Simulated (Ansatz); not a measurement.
F:
```
CELL_PARAMETERS angstrom
      3.08306     1.76044     0.00000
     -3.08306     1.76044     0.00000
     -2.78694     0.00000     6.91587
ATOMIC_POSITIONS crystal
  F  0.49887 0.50113 0.40579
  F  0.50113 0.49887 0.59421
  F  0.08438 0.91562 0.09428
  F  0.91562 0.08438 0.90572
```

Relaxed with PBEsol. Special points in fractions of this cell's reciprocal vectors: Γ (0.000, 0.000, 0.000); C (0.345, 0.345, 0.000); C2 (-0.345, 0.655, 0.000); Y2 (-0.500, 0.500, 0.000); M2 (-0.500, 0.500, 0.500); D (-0.315, 0.685, 0.500); D2 (0.315, 0.315, 0.500); A (0.000, 0.000, 0.500); L2 (0.000, 0.500, 0.500); V2 (0.000, 0.500, 0.000).

Task: List the band energies nearest the valence-band maximum at these points for PBEsol in the plane-wave PAW code Ansatz.

Result: In eV from the valence-band maximum; about four levels below and three above (degenerate sets whole), none deeper than 8.9 eV; … stands for higher levels left out; points with the same levels are listed once.

```tsv
k	below	above
Γ	-0.33 -0.17 -0.12 -0.09	3.06 3.84 …
C	-0.40 -0.32 -0.17 -0.15	3.41 3.63 …
Y2	-0.35 -0.29 -0.20 0.00	3.45 3.55 …
M2	-0.38 -0.27 -0.18 -0.10	3.48 3.56 …
D	-0.44 -0.35 -0.23 -0.11	3.49 3.57 …
A	-0.29 -0.19 -0.17 -0.09	3.39 3.47 …
L2	-0.50 -0.34 -0.21 -0.07	3.32 3.71 …
V2	-0.38 -0.31 -0.29 -0.18	3.49 3.57 …
```

Space group C2/m. The first step of the workflow began from a Materials Project structure, measured or hypothetical; the Crystallography Open Database files this formula in space group No. 12, but the cells were not matched. It is not the usual solid phase (space group No. 15). Symmetry was held in the PBEsol relaxation; whether a distortion lowers the energy is not shown. The substance is a gas or liquid at ambient conditions. A crystal of weakly bound molecules computed without a dispersion correction: the cell and the soft elastic constants depend strongly on that.

Potentials: the later of the program's two PAW sets.
